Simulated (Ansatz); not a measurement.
The relaxed structure here is a generated cell of W: the first start was made by placing the elements on the sites of a structure type, and the end was not matched to a known phase here, so it may be hypothetical. Known forms of W include space group No. 229.

A relaxed cell of W (R-3m (No. 166)), relaxed on a k-mesh at least as fine as the one used below. All values below come from r2SCAN (plane waves to 500 eV, PAW, scalar-relativistic; Ansatz, a first-principles code). Γ-centred k-mesh 7×14×14 on the run's cell (coarser than for final values), Fermi–Dirac smearing 0.05 eV.

```xyz
4
Lattice="2.7556 1.5909 10.1967 -1.3778 0.7955 5.0984 0.0000 -1.5909 5.0984" Properties=species:S:1:pos:R:3 pbc="T T T"
W      0.0000     0.0000     1.3313
W      1.3778     0.7955     6.4297
W      0.0000     0.0000    13.9638
W      1.3778     0.7955    19.0621
```

The atoms are displaced by (Å):

```json
[
 {"atom": "W1", "ux": "-0.055", "uy": "0.012", "uz": "0.084"},
 {"atom": "W2", "ux": "0.113", "uy": "0.063", "uz": "-0.004"},
 {"atom": "W3", "ux": "0.134", "uy": "-0.001", "uz": "0.036"},
 {"atom": "W4", "ux": "0.051", "uy": "0.088", "uz": "-0.019"}
]
```

Question: What forces (eV/Å) and pressure result?

Answer: 
```json
[
 {"atom": "W1", "Fx": "1.62", "Fy": "0.97", "Fz": "-0.58"},
 {"atom": "W2", "Fx": "-2.06", "Fy": "-0.98", "Fz": "0.07"},
 {"atom": "W3", "Fx": "-0.19", "Fy": "-0.15", "Fz": "-0.17"},
 {"atom": "W4", "Fx": "0.64", "Fy": "0.16", "Fz": "0.68"}
]
```

Pressure +2.7 GPa.

Question: Estimate the energy cost of the displacement in the harmonic approximation and compare with the calculation.

Answer: For a harmonic well ΔE = −½ Σ F·u = 0.210 eV a cell, or 53 meV/atom. The calculated energy relative to the undisplaced cell is +0.06 eV/atom, so the harmonic estimate holds well.

The undisplaced cell is probably no minimum: from this displacement the run went on to Fddd (No. 70), 0.69 eV/atom below it.

No spin polarisation in the result.
